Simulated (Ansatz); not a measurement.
Input:

NiGe:
```
NiGe
1.0
    5.28422     0.00000     0.00000
    0.00000     3.46795     0.00000
    0.00000     0.00000     5.72057
Ni Ge
4 4
Direct
  0.50733   0.25000   0.68933
  0.49267   0.75000   0.31067
  0.99267   0.75000   0.18933
  0.00733   0.25000   0.81067
  0.68866   0.25000   0.09021
  0.31134   0.75000   0.90979
  0.81134   0.75000   0.59021
  0.18866   0.25000   0.40979
```

This is the PBEsol-relaxed structure. x, y and z are the axes in which the lattice vectors are written.

**Question.** All from the program Ansatz at the PBEsol level (PAW), unless another level is named. Predict the Young's modulus.

**Answer.** 180 GPa.

**Question.** Next, the elastic constants (relaxed ions, GPa)?

**Answer.** C11 = 232, C22 = 204, C33 = 192, C12 = 154, C13 = 113, C23 = 121, C44 = 77.4, C55 = 117, C66 = 119.

Space group Pnma. The PBEsol relaxation kept the symmetry of its start. No spin polarisation was allowed. As this level gives no gap, shear constants depend on the k-mesh and smearing (Fermi–Dirac, 0.1 eV here). On the denser mesh and wider smearing of the elastic run this cell carries a stress of 0.4 GPa.

Potentials: the earlier of the program's two PAW sets. The files were generated under PBE; for other functionals the program regenerates the frozen cores, and for LDA and PBEsol the local potential too.
